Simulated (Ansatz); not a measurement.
SnO2:
```cif
data_O4Sn2
_chemical_formula_sum 'Sn2 O4'
_space_group_name_H-M_alt 'P42/mnm'
_space_group_IT_number 136
_space_group_name_Hall '-P 4n 2n'
_cell_length_a 4.76854
_cell_length_b 4.76854
_cell_length_c 3.21139
_cell_angle_alpha 90.000
_cell_angle_beta 90.000
_cell_angle_gamma 90.000
loop_
_atom_site_label
_atom_site_type_symbol
_atom_site_symmetry_multiplicity
_atom_site_Wyckoff_symbol
_atom_site_fract_x
_atom_site_fract_y
_atom_site_fract_z
_atom_site_occupancy
Sn1 Sn 2 a 0.00000 0.00000 0.00000 1
O1 O 4 g 0.19370 0.19370 0.50000 1
```

Relaxed with PBEsol. DFT-PBEsol in the program Ansatz with PAW potentials gives a gap of 0.92 eV.

Q: What gap does HSE06 give on the same cell (Ansatz, PAW)?

A: 2.76 eV, 1.83 eV more. The hybrid was solved on a coarser mesh and at special points; its gap is the smallest among all of these.

```tsv
k	v1 PBEsol	c1 PBEsol	v1 HSE06	c1 HSE06
Γ	0.00	0.92	0.00	2.76
Z	-1.24	5.88	(withheld)	(withheld)
M	-0.89	4.54	(withheld)	(withheld)
A	-0.82	4.57	(withheld)	(withheld)
R	-0.73	6.16	(withheld)	(withheld)
X	-0.63	4.14	-0.58	6.10
```

Q: Top valence (v1) and lowest conduction level (c1) in eV from each method's valence maximum (which need not be a listed point): supply the withheld HSE06 values.

A: 
- R, v1 HSE06: -0.51
- R, c1 HSE06: 8.39
- M, v1 HSE06: -0.95
- M, c1 HSE06: 6.59
- Z, v1 HSE06: -1.31
- Z, c1 HSE06: 8.10
- A, v1 HSE06: -0.88
- A, c1 HSE06: 6.63

Cost on shared cores: the PBEsol run (SCF on a 6×6×9 mesh, then bands and DOS) about 22 core-seconds (a rough figure), the HSE06 run (SCF on 4×4×5, then a few points) around 80 core-seconds (rough); the tasks are unlike.

Space group P4_2/mnm (rutile). The PBEsol relaxation kept the symmetry of its start. Spin–orbit coupling is left out wherever it is not named.

Potentials: the earlier of the program's two PAW sets.
